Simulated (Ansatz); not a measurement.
C (graphite type, space group P6_3/mmc)

```xyz
4
Lattice="2.4650 0.0000 0.0000 -1.2325 2.1347 0.0000 0.0000 0.0000 6.7289" Properties=species:S:1:pos:R:3 pbc="T T T"
C      0.0000     0.0000     1.6822
C      0.0000     0.0000     5.0466
C      0.0000     1.4232     1.6822
C      1.2325     0.7116     5.0466
```

This relaxed cell (volume V₀) is scaled evenly in all directions, its shape held. Symmetry pins the atoms to their sites.

The numbers are results of PBE-D3(BJ) (plane waves to 420 eV, PAW, scalar-relativistic; Ansatz, an electronic-structure program), not measurements. k mesh 15×15×5 (Γ-centred), Fermi-Dirac smearing 0.05 eV. The energy includes the smearing's −TS. Stress and pressure are positive under compression. With the shape held, the modulus is that of even scaling; a crystal free to change shape is softer. C was relaxed with its symmetry unable to fall. The PAW data are Ansatz's earlier set. The zero of ΔE is the relaxed starting cell. The last digit holds for this mesh only.

```tsv
V (Å³/atom)	ΔE (meV/atom)
7.436	270.7
7.719	withheld
8.002	88.4
8.285	37.2
8.569	8.8
8.852	0.0
9.135	7.9
9.418	29.9
9.702	64.0
9.985	108.4
10.268	161.6
```

Problem. Fit a third-order Birch-Murnaghan form (E₀, V₀, B₀, B₀′ free) to the given rows and predict ΔE at V = 7.719.

Solution. Least squares on the 10 given rows: ΔE = E₀ + (9V₀B₀/16)·y²·[2 + (B₀′ − 4)y], y = (V₀/V)^(2/3) − 1, with V₀ = 8.856 Å³/atom, B₀ = 290.4 GPa (160.2 GPa = 1 eV/Å³; the term in eV is multiplied by 1000), B₀′ = 3.69, E₀ = 0.32 meV/atom; root-mean-square residual 0.31 meV/atom. At 7.719 the fit gives 164.0 meV/atom; the calculation gives 165.4 meV/atom, so the interpolation is off by -1.4 (-0.8 %). For the pressure the fit gives 51.4 GPa against the computed 51.3 GPa.

(Under strain, the slope of the energy per volume gives the stress and its curvature an elastic modulus.)
